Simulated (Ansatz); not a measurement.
TiTe:
```cif
data_Te2Ti2
_chemical_formula_sum 'Te2 Ti2'
_space_group_name_H-M_alt 'P63/mmc'
_space_group_IT_number 194
_space_group_name_Hall '-P 6c 2c'
_cell_length_a 3.63921
_cell_length_b 3.63921
_cell_length_c 7.59883
_cell_angle_alpha 90.000
_cell_angle_beta 90.000
_cell_angle_gamma 120.000
loop_
_atom_site_label
_atom_site_type_symbol
_atom_site_symmetry_multiplicity
_atom_site_Wyckoff_symbol
_atom_site_fract_x
_atom_site_fract_y
_atom_site_fract_z
_atom_site_occupancy
Te1 Te 2 a 0.00000 0.00000 0.00000 1
Ti1 Ti 2 c 0.33333 0.66667 0.25000 1
```

Relaxed with r²SCAN.

Q: Tabulate the valence density and the electron localisation function along the shortest Te–Ti contact (2.83 Å), r²SCAN in the plane-wave PAW code Ansatz.

A: 

```csv
distance from Te (Å),density (e/Å³),ELF
0.28,12.94,0.01
0.42,8.63,0.05
0.57,4.69,0.18
0.71,2.08,0.36
0.85,0.98,0.49
0.99,0.66,0.58
1.13,0.50,0.66
1.27,0.38,0.69
1.42,0.30,0.57
1.56,0.26,0.29
1.70,0.26,0.12
1.84,0.36,0.12
1.98,0.74,0.29
2.12,1.89,0.54
2.27,4.08,0.63
2.41,6.78,0.53
2.55,8.93,0.24
```

The density is the valence pseudo-density with augmentation charge, so density and ELF within about 1 Å of a nucleus are not all-electron values.

Space group P6_3/mmc (NiAs type). The workflow started from an entry of the Crystallography Open Database (COD). Its standing as an ambient phase is unchecked. The r²SCAN relaxation kept the symmetry of its start; its stability against distortions is not shown here. No spin polarisation was allowed. Spin–orbit coupling is left out wherever it is not named.

Potentials: the later of the program's two PAW sets.
